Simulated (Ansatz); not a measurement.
CsSrI$_{3}$, in the lowest of the structures calculated here: Cmcm (No. 63), oS20; a = 4.7685 Å, b = 15.6571 Å, c = 12.2837 Å, α = β = γ = 90.00°; Cs 4c (0.000, 0.247, 0.750); Sr 4b (0.000, 0.500, 0.000); I 8f (0.000, 0.138, 0.046); I 4c (0.000, 0.440, 0.250). Calculation: PBEsol (plane waves to 420 eV, PAW, scalar-relativistic; Ansatz, a program for electronic structure). Element references, the lowest calculated here: Sr (Fm-3m), Cs (Im-3m), I (Cmce).

Task: Give the formation energy of this Cmcm form of CsSrI3 from the elements at the level PBEsol.

Result: -1.66 eV/atom.

Static energies, no anion corrections, no zero-point energy. Values are rounded to 0.01 eV/atom. Spin-orbit coupling is missing from these energies, which matters for elements this heavy. The compounds carry no spin polarisation.
